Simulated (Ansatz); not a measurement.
Question: Name crystals whose computed values (the program Ansatz at the r²SCAN level (PAW)) fall in these windows: Θ_D (K) 520 to 700; G_Hill (GPa) 65 to 85; B₀ by P(V) fit (GPa) 77 to 110.

Answer: 

| crystal | Θ_D (K) | G_Hill (GPa) | B₀ by P(V) fit (GPa) |
|---|---|---|---|
| ScAl2, cubic Laves (MgCu2 type) | 638 | 79.2 | 94.7 |
| Si, R-3m (Si on 6c, Si on 6c, Si on 6c) | 655 | 67.8 | 96.6 |
| Si, P6_3/mmc (Si on 4f) | 654 | 67.6 | 96.6 |
| Si, P6_3/mmc (Si on 4f, Si on 4e) | 656 | 68.0 | 96.7 |
| BAs, Pm-3n (B on 6c, As on 6d) | 563 | 81.2 | 106 |
Others may fit too.

Built on a structure type that need not be the filed one of that space group: Si, P6_3/mmc (Si on 4f, Si on 4e). Typed or built starts, not in the databases checked: Si, R-3m (Si on 6c, Si on 6c, Si on 6c); BAs, Pm-3n (B on 6c, As on 6d). Not the usual ambient phase: Si, R-3m (Si on 6c, Si on 6c, Si on 6c); Si, P6_3/mmc (Si on 4f); Si, P6_3/mmc (Si on 4f, Si on 4e); BAs, Pm-3n (B on 6c, As on 6d). Standing as an ambient phase not checked: ScAl2, cubic Laves (MgCu2 type). All cells were relaxed under the symmetry of their starts (and spin orders); stability against distortions was not tested throughout. Rows with no word on spin ran without spin polarisation. Spin–orbit coupling is left out wherever it is not named.

Potentials: the later of the program's two PAW sets.
